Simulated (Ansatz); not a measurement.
ZrS2 (fluorite, Fm-3m), DFT-PBE in the program Ansatz with PAW potentials, all energies at zero smearing, with the estimated change up to a 700 eV cutoff added, with one set of potentials and settings (totals compare only within such a set). Cell of 3 atoms (1 Zr, 2 S): -5991.809 eV.

```
element                reference phase  E (eV/atom)
-------  -----------------------------  -----------
Zr       P6_3/mmc, 2 atoms in the cell   -4183.8362
S           Fddd, 32 atoms in the cell    -902.0599
```

Formation energy per atom, worked out: (-5991.809 − 1×(-4183.8362) − 2×(-902.0599))/3 = -1.284 eV/atom (-124 kJ per mol of atoms), at 0 K, without zero-point energy or fitted corrections.

The cell is a constructed one: a structure type filled with these elements; neither database checked (COD, Materials Project) lists it. Whether it is the stable phase at ambient conditions was not checked. The PBE relaxation kept the symmetry of its start; its stability against distortions is not shown here. The run is not spin-polarised. The references are the lowest solids computed at this level, not always the standard phases.

Potentials: the later of the program's two PAW sets.
